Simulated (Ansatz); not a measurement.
Relaxed MoTe$_{2}$ (space group P2_1/m):

```xyz
12
Lattice="6.2921 0.0000 0.0000 0.0000 3.4389 0.0000 -0.8891 0.0000 13.3371" Properties=species:S:1:pos:R:3 pbc="T T T"
Te     3.1969     0.8597     4.6345
Te     2.2062     2.5792     8.7026
Te     3.6006     2.5792     1.3977
Te     1.8024     0.8597    11.9394
Te     0.4613     0.8597     2.0416
Te     4.9418     2.5792    11.2955
Mo     1.5632     0.8597     6.7567
Mo     3.8399     2.5792     6.5804
Te    -0.0022     2.5792     5.2664
Te     5.4052     0.8597     8.0707
Mo     1.1363     2.5792     0.1053
Mo     4.2667     0.8597    13.2318
```

The atoms are displaced by Q × the pattern below (from a DFPT mode at Γ, largest move 1; Q in Å), at fixed cell.

| atom | x | y | z |
|---|---|---|---|
| Te1 | -0.001 | 0.000 | 0.003 |
| Te2 | -0.001 | 0.000 | 0.003 |
| Te3 | 0.599 | 0.000 | -0.141 |
| Te4 | 0.599 | 0.000 | -0.141 |
| Te5 | 0.155 | 0.000 | 0.084 |
| Te6 | 0.155 | 0.000 | 0.084 |
| Mo7 | -0.004 | 0.000 | 0.004 |
| Mo8 | -0.004 | 0.000 | 0.004 |
| Te9 | 0.000 | 0.000 | -0.007 |
| Te10 | 0.000 | 0.000 | -0.007 |
| Mo11 | -0.997 | 0.000 | 0.078 |
| Mo12 | -0.997 | 0.000 | 0.078 |

All values below come from LDA (plane waves to 420 eV, PAW, scalar-relativistic; Ansatz, a quantum-chemistry and plane-wave program). k mesh 6×11×3 (Γ-centred), Fermi-Dirac smearing 0.05 eV. Energies are smeared free energies. With partly filled bands, energies and forces of such displacements shift with the k mesh and the smearing. MoTe2 is run without spin polarisation. MoTe2 was relaxed with its symmetry unable to fall. Spin-orbit coupling is left out, though Te is heavy. ΔE is measured from the undisplaced structure.

```tsv
Q (Å)	ΔE (eV/cell)
-0.180	0.781
-0.120	0.344
-0.060	0.085
0.000	0.000
0.060	0.085
0.120	0.344
0.180	0.781
```

**Question.** Which DFPT wavenumber at Γ belongs to this mode?
A) 78 cm⁻¹
B) 241 cm⁻¹
C) 110 cm⁻¹
D) 208 cm⁻¹

**Answer.** D, 208 cm⁻¹. The curvature of the scan gives 208 cm⁻¹

(A displaced cell: forces are minus the slopes of the energy, force constants its curvatures, and phonons follow from these.)
